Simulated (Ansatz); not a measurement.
This run works on a generated trial structure, not on a known crystal.

Input and command of a plane-wave DFT calculation in Ansatz:

```yaml
crystal:
  lattice:
    - [-2.51870642, 2.51870642, 4.77885361]
    - [2.51870642, -2.51870642, 4.77885361]
    - [2.51870642, 2.51870642, -4.77885361]
  atoms:
    - { symbol: Li, position: [0.74075713, 0.74075713, 0.0] }
    - { symbol: Li, position: [0.25924287, 0.25924287, 0.0] }
    - { symbol: Li, position: [0.0, 0.0, 0.0] }
    - { symbol: Ge, position: [0.55410251, 0.05410251, 0.5] }
    - { symbol: Ge, position: [0.94589749, 0.44589749, 0.5] }
    - { symbol: Ge, position: [0.75, 0.25, 0.5] }
    - { symbol: Ge, position: [0.25, 0.75, 0.5] }
    - { symbol: "N", position: [0.5, 0.5, 0.0] }
basis:
  ecutwfc: 420
kpoints:
  mp_grid: { grid: [5, 5, 5] }
hamiltonian:
  xc: pbe
scf:
  occupations: { method: gaussian, width: 0.2 }
  lower_state_search: "off"
output:
  forces: true
  stress: true
  eigenvalues: true
relax:
  adjacent_minimum: "off"
  f_tol: 0.08
  max_steps: 16
  cell: { stress_tol: 0.8 }
```

```bash
ansatz run input.yaml --threads 1 --pin off --max-ram 2560MiB --backend cpu --events-out ev --progress --plain --runs-dir out
```

Processor: Intel(R) Xeon(R) Processor @ 2.70GHz, 1 thread, on a host shared with other jobs.

Q: How long does it run, and how much memory does it take?

A: About 2.5 min, peak memory 0.45 GiB. It solves 43 bands at 18 k points (after reduction by symmetry) with about 2535 plane waves (on the last cell), in 87 SCF iterations over 12 ionic steps.
